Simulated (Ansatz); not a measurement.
Space group P-3m1 (No. 164). a = 4.185 Å, b = 4.185 Å, c = 2.648 Å, α = 90.00°, β = 90.00°, γ = 120.00°
| atom | site | symmetry | x | y | z |
| --- | --- | --- | --- | --- | --- |
| Fe | 2d | 3m. | 0.3333 | 0.6667 | 0.8857 |
| Pt | 1b | -3m. | 0.0000 | 0.0000 | 0.5000 |

Equation of state of this Fe$_{2}$Pt structure (not necessarily the ground state), with shape and atoms relaxed at each volume where symmetry leaves them free. It has no gap at any of these volumes. Level of theory: Ansatz 0.2.0, DFT PBE, scalar-relativistic, plane waves, PAW.

Settings: cutoff 420 eV, Γ-centred mesh 12×12×18 on the computed 3-atom cell, Gaussian smearing of 0.10 eV; collinear spin from starting moments 3.1 3.1 0.5 μB.

```json
{"V (Å³/atom)": "12.584", "E − E(largest V) (meV/atom)": "6.58", "P (GPa)": "13.25"}
{"V (Å³/atom)": "12.986", "E − E(largest V) (meV/atom)": "-17.85", "P (GPa)": "6.21"}
{"V (Å³/atom)": "13.388", "E − E(largest V) (meV/atom)": "-25.39", "P (GPa)": "0.04"}
{"V (Å³/atom)": "13.789", "E − E(largest V) (meV/atom)": "-18.64", "P (GPa)": "-5.13"}
{"V (Å³/atom)": "14.191", "E − E(largest V) (meV/atom)": "0.00", "P (GPa)": "-9.50"}
```

Problem. Fit a third-order Birch–Murnaghan equation, E = E0 + (9V0B0/16)·[(x − 1)³B0' + (x − 1)²(6 − 4x)] with x = (V0/V)^(2/3), to E(V).

Solution. V0 = 13.39 Å³/atom, B0 = 189 GPa, B0' = 4.8.

Spin-orbit coupling is left out, which matters for the bands of heavy elements.

The cell was found from a structure generator's guess, not taken from experiment.
